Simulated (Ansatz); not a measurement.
CdAg, DFT, PBEsol, all-electron LAPW, scalar-relativistic (Ansatz 0.2.0), run on 1 thread of Intel(R) Xeon(R) Platinum 8488C (Sapphire Rapids) on a shared host.

The cell is COD entry 9008796, as deposited and not checked against the literature; nothing was relaxed. The listed cell was then made from it by scaling, straining or moving an atom.

Command: `ansatz run input.yaml --threads 1 --pin off --max-ram 3072MiB --backend cpu --events-out ev --progress --plain --runs-dir out`

```yaml
crystal:
  lattice:
    - [3.33, 0.0, 0.0]
    - [0.0, 3.33, 0.0]
    - [0.0, 0.0, 3.2967]
  atoms:
    - { symbol: Cd, position: [0.5, 0.5, 0.5] }
    - { symbol: Ag, position: [0.0, 0.0, 0.0] }
kpoints:
  mp_grid: { grid: [12, 12, 12] }
  band_path:
    path:
      - [0.0, 0.0, 0.0]
      - [0.0, 0.5, 0.0]
      - [0.5, 0.5, 0.0]
      - [0.0, 0.0, 0.0]
      - [0.0, 0.0, 0.5]
      - [0.0, 0.5, 0.5]
      - [0.5, 0.5, 0.5]
      - [0.0, 0.0, 0.5]
      - [0.0, 0.5, 0.0]
    npoints: 5
scf:
  occupations: { method: fermi_dirac, width: 0.05 }
hamiltonian:
  xc: pbesol
  pseudopotentials: { kind: all_electron, lapw: { basis_error: 0.00025 } }
output:
  forces: true
  stress: true
  eigenvalues: true
```

(1) How large is the problem that the program sets up?

(2) Estimate the wall time and the peak memory.

Answers

(1) 196 irreducible k-points, 389 plane waves at Γ, 30 bands.

(2) 73 s of wall time for 10 SCF iterations, with a peak of 0.93 GiB. Times on shared machines scatter by tens of per cent.
